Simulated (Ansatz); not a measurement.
# Data sheet: H (DFT)

H:
Space group I4/mmm (No. 139); a = 2.823 Å, b = 2.823 Å, c = 3.851 Å, α = 90.00°, β = 90.00°, γ = 90.00°

```csv
atom,site,symmetry,x,y,z
H,4e,4mm,0.0000,0.0000,0.1001
```
(The calculation used a cell of 2 atoms; values per cell refer to that cell.)

Space group I4/mmm (No. 139); conventional cell a = b = 2.823 Å, c = 3.851 Å, α = β = γ = 90.00°.

Method: LDA (plane waves, PAW; program Ansatz). Structure relaxed to zero pressure with the same functional. Other levels are named where they apply.

**Cell and energy**

- Volume per atom: 7.67 Å³
- Density: 0.22 g/cm³

**Electronic structure**

Band gap: 7.16 eV (indirect)
Valence-band maximum: at M
Conduction-band minimum: at N (4 equivalent valleys)
Smallest direct gap on the standard path: 7.73 eV

The first step of the workflow began from a Materials Project structure, measured or hypothetical; the Crystallography Open Database copy checked does not list it. It is not the usual solid phase (space group No. 194). The LDA relaxation kept the symmetry of its start; whether a distortion lowers the energy is not shown. The substance is a gas or liquid at ambient conditions. A crystal of weakly bound units computed without a dispersion correction: the cell and the soft elastic constants depend strongly on that.

Potentials: the later of the program's two PAW sets.
